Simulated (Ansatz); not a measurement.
Method: Ansatz, DFT PBE, scalar-relativistic, plane waves, PAW. All cells share a 420 eV cutoff and Γ-centred k meshes spaced about 0.3 Å⁻¹ or finer (0.25 for metals, 2π included). No spin polarisation in the final relaxations.

These are static total energies at zero pressure. All come from trial cells, and lower structures may exist.

Question: Order these relaxed structures of Hf2Ti2Ge3 by energy, lowest first, with the energy over the lowest of them.
A.

Space group I4/mmm (No. 139). a = 3.481 Å, b = 3.481 Å, c = 20.375 Å, α = 90.00°, β = 90.00°, γ = 90.00°
| atom | site | symmetry | x | y | z |
| --- | --- | --- | --- | --- | --- |
| Hf | 4e | 4mm | 0.5000 | 0.5000 | 0.0713 |
| Ti | 4e | 4mm | 0.0000 | 0.0000 | 0.2888 |
| Ge | 4e | 4mm | 0.5000 | 0.5000 | 0.3444 |
| Ge | 2a | 4/mmm | 0.0000 | 0.0000 | 0.0000 |

B.

Space group I4/mmm (No. 139). a = 3.505 Å, b = 3.505 Å, c = 20.271 Å, α = 90.00°, β = 90.00°, γ = 90.00°
```
atom  site  symmetry       x       y       z
  Hf    4e       4mm  0.0000  0.0000  0.2941
  Ti    4e       4mm  0.5000  0.5000  0.0656
  Ge    4e       4mm  0.5000  0.5000  0.3623
  Ge    2a     4/mmm  0.0000  0.0000  0.0000
```

C.

Space group R-3m:H (No. 166). a = 3.798 Å, b = 3.798 Å, c = 32.804 Å, α = 90.00°, β = 90.00°, γ = 120.00°
| atom | site | symmetry | x | y | z |
| --- | --- | --- | --- | --- | --- |
| Hf | 6c | 3m | 0.3333 | 0.6667 | 0.9532 |
| Ti | 6c | 3m | 0.3333 | 0.6667 | 0.8029 |
| Ge | 3a | -3m | 0.0000 | 0.0000 | 0.0000 |
| Ge | 6c | 3m | 0.6667 | 0.3333 | 0.7639 |

Answer: A (0 meV/atom), B (41 meV/atom), C (112 meV/atom). Forms: A I4/mmm; B I4/mmm; C R-3m. Counting Ge atoms around Hf and Ti (those within 1.25 times the shortest such distance or 1.15 times the sum of covalent radii; a plus sign parts nearer from farther groups): A has Hf 8, Ti 5; B has Hf 4+1, Ti 8; C has Hf 6, Ti 3.

Spin–orbit coupling, which can matter for Hf, is left out. Cells relaxed within their symmetry can be saddle points; a later kick test found a lower structure for Hf2Ti2Ge3 I4/mmm. Some types were kept out of the candidates beforehand, so the set may lack a known form.
